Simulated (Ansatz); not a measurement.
This cell of InSb (zinc blende) is off equilibrium:

```
CELL_PARAMETERS angstrom
      0.00000     6.51915     6.51915
      3.25957     0.00000     3.25957
      3.25957     3.25957     0.00000
ATOMIC_POSITIONS crystal
  Sb 0.37500 0.75000 0.75000
  Sb 0.87500 0.75000 0.75000
  In 0.05445 0.10891 0.89109
  In 0.50000 0.00000 0.00000
```

Calculation: PBEsol (plane waves to 420 eV, PAW, scalar-relativistic; Ansatz, a first-principles code). k mesh 5×10×10 (Γ-centred), Fermi-Dirac smearing 0.05 eV. E stands for the smeared free energy. Stress and pressure are positive under compression. With partly filled bands, energies and forces of such displacements shift with the k mesh and the smearing. At this level the bands of InSb touch or barely overlap; measurements give the solid a gap. InSb was relaxed with its symmetry unable to fall. Spin-orbit coupling is left out, though Sb is heavy.

Task: Predict the force on every atom, in eV/Å.

Result: 
```json
[
 {"atom": "Sb1", "Fx": "-1.757", "Fy": "1.757", "Fz": "1.074"},
 {"atom": "Sb2", "Fx": "1.681", "Fy": "-1.681", "Fz": "2.362"},
 {"atom": "In3", "Fx": "0.340", "Fy": "-0.340", "Fz": "-3.523"},
 {"atom": "In4", "Fx": "-0.264", "Fy": "0.264", "Fz": "0.088"}
]
```

Task: Give the stress tensor in GPa and the pressure.

Result: 
```
    5.5     -6.9     -0.1
   -6.9      5.5      0.1
   -0.1      0.1      0.5
```
The pressure, a third of the trace, is 3.9 GPa.

Task: In it atom 3 sits (0.000, 0.000, 0.710) Å away from its relaxed site. What is its energy relative to the relaxed cell?

Result: 1457 meV/cell.

(A displaced cell: forces are minus the slopes of the energy, force constants its curvatures, and phonons follow from these.)
